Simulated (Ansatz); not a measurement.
## MgNiH: strain energy, fitted

MgNiH, P4/mmm, a = 3.067 Å, c = 3.214 Å. The structure is a Materials Project entry; whether it is the stable form wasn't checked. Ansatz: PBEsol, PAW, 420 eV, Γ-centred 14×14×14 mesh on 3 atoms, Gaussian smearing 0.10 eV; no spin polarisation. Series: shear of c along a, cell held, atoms fixed by symmetry; x is the strain in per cent (engineering shear). y is the free energy over the unstrained cell, V0 = 10.076 Å³/atom. Symmetry makes y even in x.

```
x (%) y (meV/atom)
  0.0          0.00
  1.0          0.22
  2.0          0.89
  3.0          2.00
  4.0          3.55
  6.0             ?
```

**Question.** Fit y = c2 x² + c4 x⁴ to the other rows, turn c2 into a modulus, and predict the missing energy.

**Answer.** Least squares on the rows shown. y = 0.2226 x² − 4.359×10⁻⁵ x⁴. In eV per unit strain² c2 is 2.226; this is the shear stiffness (E = ½ C V0 γ²): 2 × 2.226 × 160.2 / (10.076) = 71 GPa. At x = 6.0 the fit asked for gives 7.96 meV/atom. The run gave 7.97 meV/atom, so the fit is 0.01 meV/atom too low, a small miss on the scale of the series. The form still works here, 50 % of the fitted range beyond its end.